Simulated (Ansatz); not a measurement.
SiO₂ in space group P3_221 (No. 154; Si on 3a, O on 6c), DFT-r²SCAN in the program Ansatz with PAW potentials. The conduction-band minimum lies at Γ, with 1 equivalent valley. Second derivatives d²E/dk² of the lowest band at one valley (eV·Å²), along Cartesian directions:

```json
[
 {"direction": "[100]", "d²E/dk²": "15.27"},
 {"direction": "[010]", "d²E/dk²": "15.27"},
 {"direction": "[001]", "d²E/dk²": "15.67"},
 {"direction": "[110]", "d²E/dk²": "15.27"},
 {"direction": "[101]", "d²E/dk²": "15.47"},
 {"direction": "[011]", "d²E/dk²": "15.47"}
]
```

Problem. Find the principal effective masses, the density-of-states mass and the conductivity mass.

Solution. Off-diagonal terms follow from H_xy = H[110] − (H_xx + H_yy)/2, and m*/mₑ = 7.620 eV·Å² over each eigenvalue: 0.49, 0.50, 0.50. One valley's DOS mass (m₁m₂m₃)^(1/3) = 0.49, conductivity mass 3/(Σ 1/mᵢ) = 0.49 mₑ.

Problem. What effective density of states Nc follows at 300 K for parabolic valleys?

Solution. Nc = 2.509e19 × 1 × (0.49)^(3/2) ≈ 8.6e18 cm⁻³.

Symmetry was held in the r²SCAN relaxation.

Potentials: the later of the program's two PAW sets.

Edges and masses are those of Kohn–Sham bands, whose gap is no quasiparticle gap.
